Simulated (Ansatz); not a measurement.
Relaxed-ion elastic tensor of In$_{2}$Si$_{2}$O$_{7}$ in space group C2/m (No. 12; Pearson symbol mS22) in GPa (Voigt order), PBEsol (plane waves, PAW; program Ansatz); density 5.00 g/cm³, 12.02 Å³ per atom.

|  | 1 | 2 | 3 | 4 | 5 | 6 |
|---|---|---|---|---|---|---|
| 1 | 270 | 112 | 128 | 0.0 | 6.4 | 0.0 |
| 2 | 112 | 218 | 134 | 0.0 | 27.1 | 0.0 |
| 3 | 128 | 134 | 236 | 0.0 | 10.4 | 0.0 |
| 4 | 0.0 | 0.0 | 0.0 | 87.3 | 0.0 | 0.3 |
| 5 | 6.4 | 27.1 | 10.4 | 0.0 | 72.7 | 0.0 |
| 6 | 0.0 | 0.0 | 0.0 | 0.3 | 0.0 | 49.7 |

**Question.** Is the crystal mechanically stable?

**Answer.** Yes: the smallest eigenvalue of C is 49.7 GPa.

**Question.** Work out the Voigt, Reuss and Hill averages.

**Answer.** K_V = 164, K_R = 159, K_H = 161; G_V = 65.3, G_R = 60.4, G_H = 62.9 GPa.

**Question.** Give Young's modulus, Poisson's ratio, Pugh's ratio and the universal anisotropy index.

**Answer.** E = 9KG/(3K + G) = 167 GPa; ν = 0.33; K/G = 2.57 (ductile by the Pugh limit of 1.75); A_U = 5G_V/G_R + K_V/K_R − 6 = 0.43.

**Question.** Estimate the sound speeds and the Debye temperature.

**Answer.** v_l = √((K + 4G/3)/ρ) = 7000 m/s, v_t = √(G/ρ) = 3550 m/s, mean 3980 m/s; Θ = (h/k)(3n/4πV)^(1/3) v_m = 517 K.

**Question.** Solve the Christoffel equation for the three sound speeds along x, y, z.

**Answer.** Eigenvalues of C_ijkl n_j n_l equal ρv². In km/s, slowest first: x 3.15, 3.81, 7.36; y 3.15, 4.18, 6.61; z 3.80, 4.18, 6.88.

**Question.** How much does each axis shrink under pressure?

**Answer.** Linear compressibilities β_i = Σ_j S_ij (j = 1 to 3): x 1.7, y 2.8, z 1.8 per TPa.

The first step of the workflow began from a Materials Project structure, measured or hypothetical; the Crystallography Open Database files this formula in space group No. 12, but the cells were not matched. Its standing as an ambient phase is unchecked. The cell was relaxed with PBEsol under the symmetry of its start; whether a distortion lowers the energy is not shown.

Potentials: the later of the program's two PAW sets.
